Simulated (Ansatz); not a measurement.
RbPbF3:
```xyz
5
Lattice="4.7861 0.0000 0.0000 0.0000 4.7861 0.0000 0.0000 0.0000 4.7861" Properties=species:S:1:pos:R:3 pbc="T T T"
Rb     0.0000     0.0000     0.0000
Pb     2.3930     2.3930     2.3930
F      0.0000     2.3930     2.3930
F      2.3930     0.0000     2.3930
F      2.3930     2.3930     0.0000
```

PBEsol in the plane-wave PAW code Ansatz gives a gap of 2.79 eV without spin–orbit coupling, maximum at R, minimum at R.

**Question.** What happens when spin–orbit coupling is switched on?

**Answer.** The gap shrinks by 1.18 eV, to 1.61 eV; maximum at R, minimum at R.

**Question.** Give the electron effective mass with spin–orbit coupling.

**Answer.** 0.36 mₑ (isotropic).

**Question.** Give the hole effective mass with spin–orbit coupling.

**Answer.** 0.30 mₑ (isotropic).

Space group Pm-3m (cubic perovskite). The first step of the workflow began from a Materials Project structure, measured or hypothetical; the Crystallography Open Database copy checked does not list it. Its standing as an ambient phase is unchecked. The cell was relaxed with PBEsol under the symmetry of its start; its stability against distortions is not shown here.

Potentials: the later of the program's two PAW sets.
